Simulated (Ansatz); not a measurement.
All numbers below come from Ansatz, DFT PBE, scalar-relativistic, plane waves, PAW. All cells share a 420 eV cutoff and Γ-centred k meshes spaced at most about 0.3 Å⁻¹ (about 0.25 or finer for metals, 2π included). No spin polarisation in the final relaxations.

These are static total energies at zero pressure. All come from trial cells, and lower structures may exist.

Question: Order these relaxed structures of Ga4As3N by energy, lowest first, with the energy over the lowest of them.
A.

```
CELL_PARAMETERS angstrom
-2.51059 2.51059 5.59282
2.51059 -2.51059 5.59282
2.51059 2.51059 -5.59282
ATOMIC_POSITIONS crystal
Ga 0.00000 0.50000 0.50000
Ga 0.82395 0.82395 0.00000
Ga 0.50000 0.00000 0.50000
Ga 0.17605 0.17605 0.00000
As 0.25000 0.75000 0.50000
As 0.75000 0.25000 0.50000
As 0.50000 0.50000 0.00000
N 0.00000 0.00000 0.00000
```

B.

```
CELL_PARAMETERS angstrom
3.65279 0.00000 0.00000
0.00000 3.65279 0.00000
0.00000 0.00000 10.85852
ATOMIC_POSITIONS crystal
Ga 0.00000 0.00000 0.17927
Ga 0.50000 0.50000 0.50000
Ga 0.00000 0.00000 0.82073
Ga 0.50000 0.50000 0.00000
As 0.50000 0.50000 0.23324
As 0.00000 0.00000 0.50000
As 0.50000 0.50000 0.76676
N 0.00000 0.00000 0.00000
```

C.

```
CELL_PARAMETERS angstrom
5.19508 0.00000 0.00000
0.00000 5.19508 0.00000
0.00000 0.00000 5.19508
ATOMIC_POSITIONS crystal
Ga 0.50000 0.50000 0.50000
Ga 0.00000 0.50000 0.00000
Ga 0.50000 0.00000 0.00000
Ga 0.00000 0.00000 0.50000
As 0.50000 0.00000 0.50000
As 0.00000 0.50000 0.50000
As 0.50000 0.50000 0.00000
N 0.00000 0.00000 0.00000
```

D.

```
CELL_PARAMETERS angstrom
4.21237 -5.32650 0.00000
4.21237 5.32650 0.00000
0.00000 0.00000 3.12037
ATOMIC_POSITIONS crystal
Ga 0.82469 0.82469 0.00000
Ga 0.73654 0.26346 0.50000
Ga 0.26346 0.73654 0.50000
Ga 0.17531 0.17531 0.00000
As 0.00000 0.50000 0.00000
As 0.50000 0.50000 0.50000
As 0.50000 0.00000 0.00000
N 0.00000 0.00000 0.50000
```

Answer: A (0 meV/atom), B (29 meV/atom), D (69 meV/atom), C (189 meV/atom). Forms: A As and N ordered on rock salt sites, I4/mmm; B As and N ordered on rock salt sites, P4/mmm; D Cmmm; C As and N ordered on rock salt sites, Pm-3m. Even the lowest lies +0.13 eV/atom against the elements.

Cells relaxed within their symmetry can be saddle points. Some candidate types were left out of the draw beforehand, so a known form may be missing.
